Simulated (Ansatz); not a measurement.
Trial structure of Ge2F3, not yet relaxed:

Space group P6/mmm (No. 191). a = 4.571 Å, b = 4.571 Å, c = 4.218 Å, α = 90.00°, β = 90.00°, γ = 120.00°
```
atom  site  symmetry       x       y       z
  Ge    2e       6mm  0.0000  0.0000  0.7643
   F    3f       mmm  0.5000  0.0000  0.0000
```

All numbers below come from Ansatz 0.2.0, DFT PBE, scalar-relativistic, plane waves, PAW. Cutoff 420 eV; k points 6×6×4 on the computed 5-atom cell (Γ-centred); Gaussian smearing, width 0.10 eV; no spin polarisation.

Energies over the elements count from the elements' standard structures at the same level (F₂ as a molecule), with no fitted energy shifts.

Question: Estimate its pressure, forces and energy as it stands.

Answer: The pressure is 18.6 GPa (the mean over three directions, positive in compression), the largest force is 3.29 eV/Å, and the energy is −0.22 eV/atom against the elements. The shortest distance is 1.99 Å.

Question: Is it a good guess?

Answer: A rough one: relaxing gains about 0.39 eV/atom (the start's value is from the coarse mesh, so the gain is rough) in 23 ionic steps and ends at −0.61 eV/atom on the finer mesh. The symmetry stays P6/mmm (No. 191). The volume per atom grows by 33.4 %, from 15.3 to 20.4 Å³. The shortest distance goes from 1.99 Å (Ge–Ge) to 2.31 Å (Ge–Ge). The ratio c/a of the conventional cell changes by a factor of 1.27. Conventional cell: a = 4.647 Å, c = 5.442 Å. Ge has 1 Ge at 2.31 Å and 6 F at 2.59 Å; around F lie 4 F at 2.32 Å and 4 Ge at 2.59 Å (long against covalent radii, as for large ions).

The last run used a 12×12×8 mesh (in the run's order of axes) for its 5-atom cell and Gaussian smearing of 0.10 eV. No dispersion correction is applied, so the spacing and binding between layers, chains or molecules are poorly described. An odd number of electrons in the primitive cell allows no gap without spin; a larger cell or a magnetic state could open one. The cell is a metal run without spin; a magnetic state may lie lower. The relaxation can't lower the symmetry of the start, and the grade says only how near the guess is to its own end. Symmetry constrained the relaxation, so the result can be a saddle point. Another cell of Ge2F3 relaxed alike, in P4mm, lies 0.95 eV/atom lower, so this cell isn't the stable form at this level.
